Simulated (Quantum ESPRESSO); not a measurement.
**Band energies of ZnS**

```
ZnS
1.0
    0.00000     2.67778     2.67778
    2.67778     0.00000     2.67778
    2.67778     2.67778     0.00000
S Zn
1 1
Direct
  0.75000   0.75000   0.75000
  0.00000   0.00000   0.00000
```

norm-conserving PBEsol (Quantum ESPRESSO, 84 Ry, without SOC); path ΓXWKΓLUWLK,UX; energies in eV from the valence-band maximum.

```csv
k (1/Å),point,band 9,band 10,band 11,band 12,band 13,band 14,band 15,band 16
0.00,Γ,-5.95,-5.95,0.00,0.00,0.00,2.09,6.26,6.26
0.21,,-5.96,-5.94,-0.69,-0.24,-0.24,2.85,5.83,6.62
0.53,,-5.99,-5.91,-2.36,-1.15,-1.15,4.37,4.59,8.15
0.85,,-5.93,-5.88,-3.88,-2.00,-2.00,3.54,4.28,9.75
1.17,X,-5.87,-5.72,-4.71,-2.34,-2.34,3.18,3.95,11.00
1.53,,-5.91,-5.59,-4.74,-2.74,-2.69,4.43,5.10,9.21
1.76,W,-5.99,-5.52,-4.76,-2.93,-2.86,5.55,6.10,7.79
1.90,,-5.96,-5.54,-4.77,-3.11,-2.53,5.09,6.00,8.05
2.17,K,-5.91,-5.58,-4.80,-3.29,-1.91,3.96,5.92,9.29
2.28,,-5.93,-5.62,-4.79,-3.35,-1.69,4.21,6.47,8.85
2.59,,-5.96,-5.88,-4.08,-2.66,-0.96,4.82,6.56,7.18
2.90,,-5.97,-5.93,-2.65,-1.35,-0.35,4.14,6.08,6.95
3.21,,-5.95,-5.94,-0.79,-0.24,-0.05,2.76,6.09,6.38
3.42,Γ,-5.95,-5.95,0.00,0.00,0.00,2.09,6.26,6.26
3.52,,-5.95,-5.95,-0.25,-0.03,-0.03,2.30,6.23,6.31
3.83,,-5.95,-5.95,-2.23,-0.35,-0.35,3.35,6.44,6.79
4.13,,-5.93,-5.93,-4.23,-0.75,-0.75,3.36,6.90,6.90
4.43,L,-5.91,-5.74,-5.53,-0.91,-0.91,3.24,6.78,6.78
4.74,,-5.92,-5.69,-5.27,-2.00,-1.22,4.24,6.11,7.56
5.05,,-5.92,-5.60,-4.83,-3.25,-1.77,4.12,6.27,8.87
5.15,U,-5.91,-5.58,-4.80,-3.29,-1.91,3.96,5.92,9.29
5.36,,-5.94,-5.55,-4.78,-3.19,-2.31,4.67,5.96,8.40
5.57,W,-5.99,-5.52,-4.76,-2.93,-2.86,5.55,6.10,7.79
5.66,,-5.99,-5.53,-4.76,-3.08,-2.62,5.51,6.09,7.54
5.94,,-5.94,-5.65,-5.01,-2.66,-1.69,5.04,5.74,7.74
6.21,,-5.92,-5.71,-5.43,-1.38,-1.04,3.73,6.38,7.08
6.40,L,-5.91,-5.74,-5.53,-0.91,-0.91,3.24,6.78,6.78
6.49,,-5.92,-5.73,-5.51,-1.04,-0.94,3.37,6.67,6.85
6.76,,-5.92,-5.68,-5.18,-2.26,-1.31,4.36,6.11,7.81
7.03,,-5.92,-5.59,-4.82,-3.27,-1.79,4.10,6.23,8.93
7.12,K,-5.91,-5.58,-4.80,-3.29,-1.91,3.96,5.92,9.29
7.12,U,-5.91,-5.58,-4.80,-3.29,-1.91,3.96,5.92,9.29
7.22,,-5.89,-5.61,-4.76,-3.07,-2.09,3.73,5.18,9.76
7.53,X,-5.87,-5.72,-4.71,-2.34,-2.34,3.18,3.95,11.00
```

The PBEsol gap is direct, 2.09 eV at Γ.

Geometry relaxed with PBEsol.
